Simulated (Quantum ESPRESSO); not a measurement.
PtMg2W3Ta2, different elements on one site, starting from this cell

A calculation, not a measurement. The program is pw.x of Quantum ESPRESSO 7.5 (plane-wave density functional theory). The cell is made up: eight metal atoms on a face-centred cubic lattice, with elements, volume, strain and displacements drawn at random and not relaxed, so it may be unstable or far from any real phase. PseudoDojo standard norm-conserving files set the functional (PBE unless stated); there is no spin polarisation or spin-orbit coupling, the Fermi-Dirac width of 0.25 eV means electrons at about 2900 K, and the masses in the input are unused placeholders. Heavy elements are run without spin-orbit coupling, which real alloys of them have. A spin test at this wide smearing found no moment, but such smearing suppresses magnetism that the real alloy may have.

The runs put different elements on site 1. Cell, positions, cutoff, mesh and smearing stay as in the input of run 1; sites are counted in its order. Stress in the tables is positive in tension.

Input of run 1:

```
&control calculation='scf', pseudo_dir='./dojo.nc.sr.pbe.v0_5.standard.upf', outdir='./o', disk_io='minimal', tprnfor=.true., tstress=.true. /
&system ibrav=0, nat=8, ntyp=4, nbnd=69, ecutwfc=87.97787729, nosym=.true., tot_charge=0,
 occupations='smearing', smearing='fd', degauss=0.0183746611
/
&electrons conv_thr=1.470e-08, electron_maxstep=70, mixing_beta=0.5 /
ATOMIC_SPECIES
Mg 1.0 Mg.upf
Pt 1.0 Pt.upf
Ta 1.0 Ta.upf
W 1.0 W.upf
CELL_PARAMETERS angstrom
2.2056 4.2519 2.0895
0.0049 4.287 -4.2543
-4.2899 4.2215 -0.0606
ATOMIC_POSITIONS angstrom
Pt 0.0112 0.0137 -0.0565
Mg -2.1212 2.1828 -0.0676
W -0.0231 2.1379 -2.1615
Ta -2.1905 4.2727 -2.1723
Mg -0.0002 4.2142 -0.0038
W -2.1119 6.3956 -0.056
Ta 0.0102 6.3538 -2.1478
W -2.1247 8.4621 -2.1788
K_POINTS automatic
5 5 5 1 1 1
```

```
run  elements on sites 1 to 8  -TS (eV)  pressure (GPa)  stress xx (GPa)  stress yy (GPa)  stress zz (GPa)  stress yz (GPa)  stress xz (GPa)  stress xy (GPa)  iterations
  1      Pt Mg W Ta Mg W Ta W    -1.618          -17.75            18.51            19.24            15.51             0.81             1.21            -0.58          17
  2      Hf Mg W Ta Mg W Ta W    -1.670           -9.83             8.87            11.95             8.66            -1.22             1.35             0.37          15
  3      Sc Mg W Ta Mg W Ta W    -1.700           -9.84             9.89            11.82             7.82            -0.77             1.61            -0.01          17
  4      Rh Mg W Ta Mg W Ta W    -1.740          -18.23            18.52            19.59            16.58             0.89             0.94            -0.70          16
  5      Au Mg W Ta Mg W Ta W    -1.530          -15.27            16.44            17.05            12.31             0.37             1.63            -0.52          16
```

Forces Fx Fy Fz (eV/Å):

| site | run 1 | run 2 | run 3 | run 4 | run 5 |
| --- | --- | --- | --- | --- | --- |
| 1 | 0.17 0.08 0.39 | -0.05 -0.04 0.47 | -0.08 -0.10 0.40 | 0.20 0.09 0.28 | -0.01 0.05 0.44 |
| 2 | -0.46 -0.52 0.04 | -0.32 -0.50 0.04 | -0.38 -0.46 0.05 | -0.45 -0.51 0.03 | -0.46 -0.50 0.05 |
| 3 | 0.92 0.24 -0.50 | 0.53 0.27 -0.54 | 0.69 0.45 -0.62 | 0.86 0.15 -0.45 | 0.98 0.45 -0.55 |
| 4 | -0.36 -0.13 -0.20 | 0.11 0.05 -0.23 | 0.03 0.07 -0.14 | -0.35 -0.10 -0.18 | -0.26 -0.14 -0.18 |
| 5 | 0.37 0.29 0.14 | -0.09 0.14 -0.33 | -0.08 0.11 -0.32 | 0.37 0.29 0.14 | 0.26 0.26 0.03 |
| 6 | -0.42 -0.34 -0.53 | -0.28 -0.66 -0.64 | -0.29 -0.78 -0.76 | -0.41 -0.25 -0.44 | -0.31 -0.57 -0.79 |
| 7 | 0.55 0.30 0.22 | 0.21 0.26 0.41 | 0.24 0.19 0.46 | 0.52 0.21 0.18 | 0.43 0.29 0.41 |
| 8 | -0.77 0.09 0.43 | -0.12 0.47 0.83 | -0.14 0.53 0.92 | -0.74 0.13 0.44 | -0.63 0.16 0.60 |

Energies are left out, as each element's file has its own zero. A rerun of one cell of this series at a higher cutoff and on a denser mesh moved values by no more than 0.003 eV in energy, 0.02 GPa in stress and 0.006 eV/Å in force, and a second program with other atomic files agreed on that cell to 2 % rms in force and 0.5 GPa in pressure.